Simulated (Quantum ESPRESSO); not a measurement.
## Al3MgN3O (input and log of a self-consistent run)

Simulated, not a measurement. The program is pw.x of Quantum ESPRESSO 7.5 (plane-wave density functional theory). The cell is made up: 8 atoms on a wurtzite lattice, with randomly drawn elements, strain and displacements, not relaxed. PseudoDojo standard norm-conserving files (v0.5 for PBE, v0.4.1 for LDA and PBEsol) set the functional; there is no spin polarisation, spin-orbit coupling or dispersion term, and the masses in the input are unused placeholders.

Input:

```
&control calculation='scf', pseudo_dir='./dojo.nc.sr.pbe.v0_5.standard.upf', outdir='./o', disk_io='medium', tprnfor=.true., tstress=.true. /
&system ibrav=0, nat=8, ntyp=4, nbnd=26, ecutwfc=105.61755193, nosym=.true., tot_charge=0,
 occupations='smearing', smearing='fd', degauss=0.0018374661
/
&electrons conv_thr=7.350e-09, electron_maxstep=60, /
ATOMIC_SPECIES
Al 1.0 Al.upf
Mg 1.0 Mg.upf
N 1.0 N.upf
O 1.0 O.upf
CELL_PARAMETERS angstrom
3.0448 0.0308 -0.0082
0.0534 5.3044 -0.0193
-0.0134 -0.0182 5.0212
ATOMIC_POSITIONS angstrom
Al 0.0388 0.1638 0.0358
Al 1.53 2.809 -0.0884
Mg 1.3707 0.8779 2.4008
Al 0.0111 3.4567 2.5566
N -0.0036 0.005 1.8652
O 1.6203 2.7567 2.0708
N 1.4873 0.8822 4.4413
N -0.0537 3.5298 4.3753
K_POINTS automatic
8 6 6 1 1 1
```

The log is shortened where brackets say so; the opening notice, blank lines, dates and the lines on written files are dropped, and the path of the files is cut. It prints rydbergs, bohrs and kilobars, and counts compression as positive stress. With no partly filled state, the Fermi energy that it prints is only some level between the filled and the empty states on the mesh, and need not lie in the true gap.

```
     Program PWSCF v.7.5
     Parallel version (MPI & OpenMP), running on       1 processor cores
     Number of MPI processes:                 1
     Threads/MPI process:                     1
     [start-up lines left out]
     bravais-lattice index     =            0
     lattice parameter (alat)  =       5.7542  a.u.
     unit-cell volume          =     547.2001 (a.u.)^3
     number of atoms/cell      =            8
     number of atomic types    =            4
     number of electrons       =        40.00
     number of Kohn-Sham states=           26
     kinetic-energy cutoff     =     105.6176  Ry
     charge density cutoff     =     422.4702  Ry
     scf convergence threshold =      7.3E-09
     mixing beta               =       0.7000
     number of iterations used =            8  plain     mixing
     Exchange-correlation= PBE
                           (   1   4   3   4   0   0   0)
     [axes and pseudopotential details left out]
   Cartesian axes
     site n.     atom                  positions (alat units)
         1        Al     tau(   1) = (   0.0127423   0.0537937   0.0117571  )
         2        Al     tau(   2) = (   0.5024685   0.9225059  -0.0290315  )
         3        Mg     tau(   3) = (   0.4501527   0.2883118   0.7884487  )
         4        Al     tau(   4) = (   0.0036454   1.1352176   0.8396151  )
         5        N      tau(   5) = (  -0.0011823   0.0016421   0.6125518  )
         6        O      tau(   6) = (   0.5321240   0.9053301   0.6800731  )
         7        N      tau(   7) = (   0.4884454   0.2897240   1.4585709  )
         8        N      tau(   8) = (  -0.0176357   1.1592245   1.4368958  )
     number of k points=   144  Fermi-Dirac smearing, width (Ry)=  0.0018
     Number of k-points >= 100: set verbosity='high' to print them.
     Dense  grid:    80241 G-vectors     FFT dimensions: (  40,  72,  64)
     Estimated max dynamical RAM per process >      95.18 MB
     Initial potential from superposition of free atoms
     starting charge      39.9918, renormalised to      40.0000
     Starting wfcs are   33 randomized atomic wfcs
     total cpu time spent up to now is       20.2 secs
     per-process dynamical memory:    76.2 Mb
     Self-consistent Calculation
     iteration #  1     ecut=   105.62 Ry     beta= 0.70
     Davidson diagonalization with overlap
     ethr =  1.00E-02,  avg # of iterations =  4.1
     total cpu time spent up to now is       65.7 secs
     total energy              =    -227.41543788 Ry
     estimated scf accuracy    <       2.75318025 Ry
     iteration #  2     ecut=   105.62 Ry     beta= 0.70
     Davidson diagonalization with overlap
     ethr =  6.88E-03,  avg # of iterations =  2.2
     total cpu time spent up to now is      117.4 secs
     total energy              =    -228.01274402 Ry
     estimated scf accuracy    <       2.68416480 Ry
     iteration #  3     ecut=   105.62 Ry     beta= 0.70
     Davidson diagonalization with overlap
     ethr =  6.71E-03,  avg # of iterations =  2.0
     total cpu time spent up to now is      164.7 secs
     total energy              =    -228.56384241 Ry
     estimated scf accuracy    <       0.18808265 Ry
     iteration #  4     ecut=   105.62 Ry     beta= 0.70
     Davidson diagonalization with overlap
     ethr =  4.70E-04,  avg # of iterations =  2.7
     total cpu time spent up to now is      209.9 secs
     total energy              =    -228.58879269 Ry
     estimated scf accuracy    <       0.01872636 Ry
     iteration #  5     ecut=   105.62 Ry     beta= 0.70
     Davidson diagonalization with overlap
     ethr =  4.68E-05,  avg # of iterations =  7.7
     total cpu time spent up to now is      266.4 secs
     total energy              =    -228.59344209 Ry
     estimated scf accuracy    <       0.00388157 Ry
     [iterations 6 to 7 left out]
     iteration #  8     ecut=   105.62 Ry     beta= 0.70
     Davidson diagonalization with overlap
     ethr =  2.38E-07,  avg # of iterations =  2.6
     total cpu time spent up to now is      394.6 secs
     total energy              =    -228.59393998 Ry
     estimated scf accuracy    <       0.00001434 Ry
     iteration #  9     ecut=   105.62 Ry     beta= 0.70
     Davidson diagonalization with overlap
     ethr =  3.58E-08,  avg # of iterations =  2.0
     total cpu time spent up to now is      439.9 secs
     total energy              =    -228.59394282 Ry
     estimated scf accuracy    <       0.00000098 Ry
     iteration # 10     ecut=   105.62 Ry     beta= 0.70
     Davidson diagonalization with overlap
     ethr =  2.45E-09,  avg # of iterations =  3.3
     total cpu time spent up to now is      490.1 secs
     total energy              =    -228.59394298 Ry
     estimated scf accuracy    <       0.00000038 Ry
     iteration # 11     ecut=   105.62 Ry     beta= 0.70
     Davidson diagonalization with overlap
     ethr =  9.49E-10,  avg # of iterations =  2.0
     total cpu time spent up to now is      548.5 secs
     total energy              =    -228.59394300 Ry
     estimated scf accuracy    <       0.00000007 Ry
     iteration # 12     ecut=   105.62 Ry     beta= 0.70
     Davidson diagonalization with overlap
     ethr =  1.72E-10,  avg # of iterations =  2.1
     total cpu time spent up to now is      599.9 secs
     End of self-consistent calculation
     Number of k-points >= 100: set verbosity='high' to print the bands.
     the Fermi energy is     9.9401 ev
!    total energy              =    -228.59394302 Ry
     estimated scf accuracy    <          7.2E-09 Ry
     smearing contrib. (-TS)   =       0.00000000 Ry
     internal energy E=F+TS    =    -228.59394302 Ry
     The total energy is F=E-TS. E is the sum of the following terms:
     one-electron contribution =    -115.83933241 Ry
     hartree contribution      =      77.74839294 Ry
     xc contribution           =     -50.25464477 Ry
     ewald contribution        =    -140.24835877 Ry
     convergence has been achieved in  12 iterations
     Forces acting on atoms (cartesian axes, Ry/au):
     atom    1 type  1   force =    -0.06829192   -0.06665127    0.01296688
     atom    2 type  1   force =    -0.03297148   -0.10959946    0.01733803
     atom    3 type  2   force =     0.16061370    0.03061387    0.08490793
     atom    4 type  1   force =     0.06875645    0.19263498   -0.01252205
     atom    5 type  3   force =    -0.13795542   -0.18781622   -0.05474219
     atom    6 type  4   force =    -0.09231084   -0.02158633   -0.10203341
     atom    7 type  3   force =     0.04623127    0.11903862    0.02034777
     atom    8 type  3   force =     0.05592824    0.04336582    0.03373705
     Total force =     0.445174     Total SCF correction =     0.000153
     Computing stress (Cartesian axis) and pressure
          total   stress  (Ry/bohr**3)                   (kbar)     P=      236.90
   0.00305017   0.00072859   0.00024504          448.70      107.18       36.05
   0.00072859   0.00083185   0.00016958          107.18      122.37       24.95
   0.00024504   0.00016958   0.00094918           36.05       24.95      139.63
     init_run     :     16.99s CPU     20.07s WALL (       1 calls)
     electrons    :    534.71s CPU    579.68s WALL (       1 calls)
     forces       :      8.05s CPU      8.14s WALL (       1 calls)
     stress       :     29.11s CPU     29.24s WALL (       1 calls)
     [timing details left out]
     PWSCF        :   9m49.14s CPU  10m38.14s WALL
     JOB DONE.
```

In other units: free energy -3110.179 eV for the cell, pressure 23.69 GPa, largest force component 4.953 eV/Å. This run is the check on a run of the same cell at 1143 eV and a 6 x 4 x 4 mesh: rerunning at 1437 eV and a 8 x 6 x 6 mesh moved values by no more than 0.002 eV in energy, 0.02 GPa in stress and 0.007 eV/Å in force.